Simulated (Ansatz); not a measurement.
**Ti3PbO7 — electric field gradients**

The cell is a Materials Project structure (computed, not necessarily an observed phase), atoms as given.

```cif
data_Ti3PbO7
_symmetry_space_group_name_H-M 'P2_1/m'
_symmetry_Int_Tables_number 11
_cell_length_a 6.6095
_cell_length_b 3.8152
_cell_length_c 10.7613
_cell_angle_alpha 90.000
_cell_angle_beta 98.144
_cell_angle_gamma 90.000
loop_
_atom_site_label
_atom_site_type_symbol
_atom_site_symmetry_multiplicity
_atom_site_Wyckoff_symbol
_atom_site_fract_x
_atom_site_fract_y
_atom_site_fract_z
Ti1 Ti 2 e 0.5510 0.7500 0.8986
Ti3 Ti 2 e 0.6929 0.7500 0.5648
Ti5 Ti 2 e 0.2532 0.7500 0.6554
Pb Pb 2 e 0.0046 0.7500 0.1503
O9 O 2 e 0.4746 0.7500 0.0736
O11 O 2 e 0.7442 0.7500 0.3827
O13 O 2 e 0.3562 0.7500 0.4790
O15 O 2 e 0.8327 0.7500 0.9441
O17 O 2 e 0.9553 0.7500 0.6291
O19 O 2 e 0.5654 0.7500 0.7142
O21 O 2 e 0.2498 0.7500 0.8246
```

One atom of each set is listed.

The numbers come from a DFT calculation in Ansatz (PBE, plane waves and PAW (field gradients read without the response of the frozen cores, which leaves them typically 4 to 6 % off), with spin–orbit coupling, 420 eV cutoff, Γ-centred 4×6×2 k-points, Fermi–Dirac smearing 0.02 eV).

V_zz is the principal component of the electric field gradient with the largest magnitude, η = (V_xx − V_yy)/V_zz and C_Q = eQV_zz/h.

Ti-47: I = 5/2, Q = 302.0 mb; 17O: I = 5/2, Q = -25.58 mb. Q values from Pyykkö, Mol. Phys. 116, 1328 (2018).

Question: What field gradients does the calculation give at each kind of site?

Answer: 

```tsv
site	atoms	first shell	V_zz (10²¹ V/m²)	η	C_Q (MHz)
Ti1	2	6 O at 1.86–2.04 Å	3.48	0.98	25.4
Ti3	2	6 O at 1.77–2.29 Å	-1.89	0.71	-13.8
Ti5	2	6 O at 1.82–2.11 Å	2.70	0.58	19.7
Pb	2	5 O at 2.34–2.58 Å	14.25	0.85	–
O9	2	3 Ti at 1.94–2.02 Å; also 1 Pb at 3.33 Å	-2.99	0.37	1.85
O11	2	3 Ti at 1.95–2.03 Å; also 1 Pb at 3.23 Å	-2.75	0.82	1.70
O13	2	4 Ti at 1.98–2.29 Å	2.17	0.09	-1.34
O15	2	1 Ti at 1.86 Å, 3 Pb at 2.34–2.48 Å	2.32	0.60	-1.43
O17	2	2 Ti at 1.77–1.95 Å, angle 166°; also 2 Pb at 3.03 Å	0.79	0.47	-0.486
O19	2	3 Ti at 1.92–2.07 Å	1.26	0.26	-0.777
O21	2	2 Ti at 1.82–2.04 Å, angle 104°; also 2 Pb at 2.58 Å	-2.27	0.17	1.40
```

At O9 V_zz stands upright on the plane through its three neighbours (within 5°). At O17 V_zz points along the line of its two bonds (within 5°). At O19 V_zz points along its shortest bond, to Ti (within 11°).

Pb has no stable isotope with a ground-state quadrupole moment in the table, so no C_Q is given.

Where η is near 1 the sign of V_zz means little.
